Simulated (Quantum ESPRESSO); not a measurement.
# Cu2TiTa3PdRu: one composition in several site orders

Computed values, not a measurement. The program is pw.x of Quantum ESPRESSO 7.5 (plane-wave density functional theory). The cell is made up: eight metal atoms on a hexagonal close-packed lattice, with elements, volume, strain and displacements drawn at random and not relaxed, so it may be unstable or far from any real phase. PseudoDojo standard norm-conserving files set the functional (PBE unless stated); there is no spin polarisation or spin-orbit coupling, the Fermi-Dirac width of 0.25 eV means electrons at about 2900 K, and the masses in the input are unused placeholders. The copper pseudopotential is less sure than most, with forces differing by about three percent and pressure by about two GPa from a second method on plain copper. Heavy elements are run without spin-orbit coupling, which real alloys of them have. A spin test at this wide smearing found no moment, but such smearing suppresses magnetism that the real alloy may have.

The runs put one composition on the sites in different orders. Cell, positions, cutoff, mesh and smearing stay as in the input of run 1; sites are counted in its order. Stress in the tables is positive in tension.

Input of run 1:

```
&control calculation='scf', pseudo_dir='./dojo.nc.sr.pbe.v0_5.standard.upf', outdir='./o', disk_io='minimal', tprnfor=.true., tstress=.true. /
&system ibrav=0, nat=8, ntyp=5, nbnd=78, ecutwfc=92.02030273, nosym=.true., tot_charge=0,
 occupations='smearing', smearing='fd', degauss=0.0183746611
/
&electrons conv_thr=1.470e-08, electron_maxstep=70, mixing_beta=0.5 /
ATOMIC_SPECIES
Cu 1.0 Cu.upf
Pd 1.0 Pd.upf
Ru 1.0 Ru.upf
Ta 1.0 Ta.upf
Ti 1.0 Ti.upf
CELL_PARAMETERS angstrom
-2.7472 0.0 0.0
0.0 4.7582 0.0
1.3736 -2.3791 -8.9106
ATOMIC_POSITIONS angstrom
Cu 0.0727 -0.0256 0.015
Ti 0.0325 1.5791 -2.2342
Cu 0.003 0.0224 -4.5123
Ta -0.0061 1.5539 -6.7281
Ta -1.2964 2.4425 0.0006
Pd -1.4578 3.9775 -2.2637
Ru -1.3735 2.4104 -4.4907
Ta -1.3493 -0.7696 -6.6624
K_POINTS automatic
9 5 3 1 1 1
```

| run | elements on sites 1 to 8 | free energy less that of run 1 (eV) | -TS (eV) | pressure (GPa) | stress xx (GPa) | stress yy (GPa) | stress zz (GPa) | stress yz (GPa) | stress xz (GPa) | stress xy (GPa) | iterations |
| --- | --- | --- | --- | --- | --- | --- | --- | --- | --- | --- | --- |
| 1 | Cu Ti Cu Ta Ta Pd Ru Ta | 0.000 | -1.462 | 18.96 | -21.06 | -19.17 | -16.65 | -1.61 | -0.16 | 0.94 | 21 |
| 2 | Ta Pd Cu Ti Ta Cu Ru Ta | 1.087 | -1.528 | 21.75 | -21.44 | -21.79 | -22.01 | 0.22 | 1.19 | 1.02 | 23 |
| 3 | Ta Cu Ti Pd Ta Ta Cu Ru | 0.160 | -1.440 | 19.97 | -21.84 | -22.45 | -15.63 | 0.56 | -0.56 | 1.54 | 21 |
| 4 | Cu Ta Ru Cu Ta Pd Ta Ti | -0.379 | -1.429 | 18.39 | -19.37 | -18.54 | -17.26 | 1.56 | -0.21 | 0.76 | 21 |
| 5 | Cu Ta Cu Pd Ta Ta Ti Ru | 0.269 | -1.505 | 18.71 | -18.50 | -20.73 | -16.90 | -2.20 | 0.02 | 1.52 | 21 |
| 6 | Ta Ru Cu Ta Ta Ti Cu Pd | 0.588 | -1.496 | 23.05 | -22.31 | -20.53 | -26.32 | -0.40 | -0.40 | 1.48 | 22 |

Forces Fx Fy Fz (eV/Å):

```
site              run 1             run 2             run 3             run 4             run 5              run 6
   1   -0.18 0.82 -0.79  -0.15 1.11 -2.67   -0.38 2.33 1.08   -0.13 0.60 0.39   -0.18 0.68 0.38   -0.30 1.56 -1.35
   2  -0.17 -0.36 -1.11  -0.12 0.03 -0.34  -0.19 0.19 -0.82  -0.30 -1.21 0.08  -0.33 0.16 -0.69  -0.12 -0.01 -0.97
   3   -0.05 -0.02 0.89   -0.02 0.09 0.99  -0.13 0.05 -0.74  -0.18 0.42 -0.11  -0.04 0.03 -0.36    -0.04 0.00 0.55
   4     0.09 1.47 1.07    0.05 0.92 3.38    0.30 1.05 1.70   0.07 0.46 -0.20    0.13 0.86 0.56     0.05 0.73 3.31
   5   0.07 -0.64 -1.98  0.07 -1.05 -3.01  0.08 -2.34 -0.17  -0.08 -0.41 0.40   0.19 -1.11 2.29   0.27 -1.97 -0.96
   6     0.33 0.48 0.11  0.34 -0.04 -0.56  0.34 -0.29 -1.47    0.58 0.56 0.58   0.19 0.29 -0.15    0.14 0.23 -2.27
   7   -0.01 -0.17 0.09   0.03 0.00 -0.82   0.05 -0.16 0.30  0.01 -0.30 -1.25  0.16 -0.24 -2.03    0.03 -0.17 0.43
   8   -0.07 -1.57 1.73  -0.20 -1.06 3.02  -0.07 -0.83 0.11   0.02 -0.12 0.11  -0.12 -0.69 0.01   -0.02 -0.37 1.27
```

The sites are displaced and not relaxed, so the energy differences mix bonding between neighbours with strain and are not ordering energies. A rerun of one cell of this series at a higher cutoff and on a denser mesh moved values by no more than 0.009 eV in energy, 0.03 GPa in stress and 0.014 eV/Å in force, and a second program with other atomic files agreed on that cell to 2 % rms in force and 0.5 GPa in pressure.